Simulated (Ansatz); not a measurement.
Here is the system:

LaSi2:
Space group I4₁/amd, origin choice 1 (No. 141); a = 4.257 Å, b = 4.257 Å, c = 13.899 Å, α = 90.00°, β = 90.00°, γ = 90.00°

| atom | site | symmetry | x | y | z |
|---|---|---|---|---|---|
| La | 4b | -4m2 | 0.0000 | 0.0000 | 0.5000 |
| Si | 8e | 2mm. | 0.0000 | 0.0000 | 0.0846 |
(The calculation used a cell of 6 atoms; values per cell refer to that cell.)

This is the PBEsol-relaxed structure.

**Question.** All from PBEsol in the plane-wave PAW code Ansatz, unless another level is named. Give the electronic character.

**Answer.** metallic (no gap).

**Question.** Give the density of states at the Fermi level.

**Answer.** 0.55 states/eV per atom (mean over ±0.08 eV).

**Question.** Predict the formation energy from the elements (no fitted shifts).

**Answer.** -70 kJ/mol-atom.

**Question.** Predict the gap with spin–orbit coupling.

**Answer.** none (metallic).

Space group I4_1/amd. The workflow started from a Materials Project entry (that database holds measured and hypothetical structures alike); the Crystallography Open Database files this formula in space group No. 141, but the cells were not matched. Its standing as an ambient phase is unchecked. The PBEsol relaxation kept the symmetry of its start; its stability against distortions is not shown here. The references are the lowest solids computed at this level, not always the standard phases. Scalar-relativistic: spin–orbit coupling is off unless named, which matters more the heavier the elements.

Potentials: the later of the program's two PAW sets.
